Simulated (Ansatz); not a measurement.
A relaxed cell of CoSi₂ is given with its symmetry left out. It was relaxed at this level from a cell as deposited in COD.

Computed with Ansatz 0.2.0, DFT PBE, scalar-relativistic, plane waves, PAW. Cutoff 420 eV, Γ-centred mesh, Gaussian smearing, no spin polarisation.

```
Co Si
1.0
     0.00000    2.67994    2.67994
     2.67994    0.00000    2.67994
     2.67994    2.67994    0.00000
Co Si
1 2
Direct
  0.00000 0.00000 0.00000
  0.25000 0.25000 0.25000
  0.75000 0.75000 0.75000
```

Energies over the elements count from the elements' standard structures at the same level, with no fitted energy shifts.

Question: Find its symmetry and describe it.

Answer: Fm-3m (No. 225), the fluorite type. Conventional cell: a = 5.360 Å. Co has 8 Si at 2.32 Å; Si has 4 Co at 2.32 Å and 6 Si at 2.68 Å.

Question: How far does it lie from the elements in energy?

Answer: −0.47 eV/atom. A negative formation energy is needed for stability but isn't enough: competing phases decide.

Question: Is it a metal?

Answer: Yes, bands cross the Fermi level on the 14×14×14 mesh.

The last run used a 14×14×14 mesh for its 3-atom cell and Gaussian smearing of 0.10 eV. Trial moments died out on the coarse mesh, so the last step has no spin; another magnetic start might hold. A structure relaxed within its symmetry needn't be a true minimum.
